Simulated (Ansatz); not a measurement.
Ti₅Se₄:
```xyz
9
Lattice="-4.8395 4.8395 1.7485 4.8395 -4.8395 1.7485 4.8395 4.8395 -1.7485" Properties=species:S:1:pos:R:3 pbc="T T T"
Ti     0.0000     0.0000     0.0000
Ti    -1.2378     1.8734     1.7485
Ti     6.0773     2.9661     0.0000
Ti     1.8734     1.2378     1.7485
Ti     2.9661     3.6017     0.0000
Se    -2.2131     4.2768     1.7485
Se     7.0526     0.5627     0.0000
Se     4.2768     2.2131     1.7485
Se     0.5627     2.6264     0.0000
```

Relaxed with r²SCAN. Special points in fractions of this cell's reciprocal vectors: Γ (0.000, 0.000, 0.000); X (0.000, 0.000, 0.500); M (-0.500, 0.500, 0.500); Z (0.283, 0.283, -0.283); Z0 (-0.283, 0.717, 0.283); P (0.250, 0.250, 0.250); N (0.000, 0.500, 0.000).

### Question
List the band energies nearest the Fermi level at these points for plane-wave PAW r²SCAN (Ansatz code).

### Answer
In eV from the Fermi level; about four levels below and three above (degenerate sets whole), none deeper than 8.9 eV; points with the same levels are listed once.

| k | below | above |
|---|---|---|
| Γ | -0.42 -0.30 -0.25 -0.25 | 0.38 0.97 1.30 |
| X | -0.94 -0.77 -0.34 -0.20 | 0.14 0.28 0.61 |
| M | -0.43 -0.43 -0.34 -0.11 | 0.47 0.47 0.98 |
| Z | -1.24 -1.24 -1.14 -1.03 -0.62 | 0.11 0.11 0.53 |
| P | -1.04 -1.04 -0.83 -0.08 -0.08 | 1.27 1.37 1.82 |
| N | -0.77 -0.58 -0.21 -0.16 | 1.19 1.27 1.59 |

Space group I4/m. The first step of the workflow began from a Materials Project structure, measured or hypothetical; the Crystallography Open Database copy checked does not list it. Whether it is the stable phase at ambient conditions was not checked. Symmetry was held in the r²SCAN relaxation; whether a distortion lowers the energy is not shown. No spin polarisation was allowed. Scalar-relativistic: spin–orbit coupling is off unless named, which matters more the heavier the elements.

Potentials: the later of the program's two PAW sets.
